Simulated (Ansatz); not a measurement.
## La₂AlGe: computed property card

La2AlGe:
```xyz
4
Lattice="0.0000 2.3129 -5.8212 0.0000 2.3129 5.8212 4.1695 0.0000 0.0000" Properties=species:S:1:pos:R:3 pbc="T T T"
La     0.0000     2.3129     1.6303
La     2.0847     2.3129    -1.6740
Al     0.0000     2.3129     5.0441
Ge     2.0847     2.3129    -5.0004
```

Space group Amm2 (No. 38); conventional cell a = 4.1695 Å, b = 4.6258 Å, c = 11.6424 Å, α = 90.00°, β = 90.00°, γ = 90.00°.

Method: plane-wave PAW r²SCAN (Ansatz code). Structure relaxed to zero pressure with the same functional. Other levels are named where they apply.

Cell and energy:

```yaml
volume_per_atom: 28.07 Å³
density: 5.58 g/cm³
Formation energy from the elements (no fitted shifts): -0.73 eV/atom
```

Electronic structure:

```yaml
electronic_character: metallic (no gap)
Density of states at the Fermi level: 1.1 states/eV per atom (mean over ±0.08 eV)
```

The first step of the workflow began from a Materials Project structure, measured or hypothetical; the Crystallography Open Database copy checked does not list it. With Al and Ge taken as one species the cell has the higher symmetry Cmcm, so it may be an ordered model of a mixed-site phase. Its standing as an ambient phase is unchecked. The cell was relaxed with r²SCAN under the symmetry of its start; its stability against distortions is not shown here. The references are the lowest solids computed at this level, not always the standard phases. Scalar-relativistic: spin–orbit coupling is off unless named, which matters more the heavier the elements.

Potentials: the earlier of the program's two PAW sets.
